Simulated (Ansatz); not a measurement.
CoMo, first-principles data

CoMo:
```xyz
2
Lattice="2.6126 0.0000 0.0000 0.0000 2.6126 0.0000 0.0000 0.0000 3.6584" Properties=species:S:1:pos:R:3 pbc="T T T"
Co     0.0000     0.0000     0.0000
Mo     1.3063     1.3063     1.8292
```

Space group P4/mmm (No. 123), L1₀ or tetragonal B2; conventional cell a = 2.613 Å, b = 2.613 Å, c = 3.658 Å, α = 90.00°, β = 90.00°, γ = 90.00°.

Method: plane-wave PAW PBEsol (Ansatz code). The cell and atoms are relaxed at this level. Other levels are named where they apply.

**Cell and energy**

| Item | Result |
|---|---|
| Volume per atom | 12.49 Å³ |
| Density | 10.30 g/cm³ |
| Formation energy from the elements (no fitted shifts) | -0.008 eV/atom |

**Electronic structure**

| Quantity | Value |
|---|---|
| Electronic character | metallic (no gap) |
| Density of states at the Fermi level | 0.57 states/eV per atom (mean over ±0.08 eV) |
| Gap with spin–orbit coupling | none (metallic) |

**Magnetism**

| Property | Result |
|---|---|
| Magnetic order | non-magnetic (starting moments vanished) |

**Mechanics**

| Property | Value |
|---|---|
| Bulk modulus (Birch–Murnaghan fit) | 282 GPa |
| Pressure derivative B′ | 4.4 |
| Elastic constants (relaxed ions, GPa) | C11 = 541, C12 = 120, C13 = 193, C33 = 449, C44 = 179, C66 = 52.3 |
| Mechanical stability | stable (all eigenvalues of C positive) |
| Hill bulk and shear moduli | 283 and 134 GPa |
| Young's modulus | 347 GPa |
| Poisson's ratio | 0.30 |
| Debye temperature from the elastic constants | 516 K |

**Phonons**

| Quantity | Value |
|---|---|
| Highest zone-centre frequency | 239 cm^-1 |
| Zone-centre stability | no imaginary mode at Γ |

The start of the workflow was typed in or built on a structure type; neither database checked (COD, Materials Project) lists it. Whether it is the stable phase at ambient conditions was not checked. The cell was relaxed with PBEsol under the symmetry of its start. The workflow began spin-polarised and lost its moments. As this level gives no gap, shear constants depend on the k-mesh and smearing (Fermi–Dirac, 0.1 eV here). As this level gives no gap, phonon frequencies hold no LO–TO term and depend on the k-mesh and smearing (Fermi–Dirac, 0.1 eV here). Axis ratios of metals converge slowly with the k-mesh, so a and c are less sure than the volume. On the denser mesh and wider smearing of the elastic run this cell carries a stress of 0.5 GPa. The references are the lowest solids computed at this level, not always the standard phases. Spin–orbit coupling is left out wherever it is not named.

Potentials: the later of the program's two PAW sets.
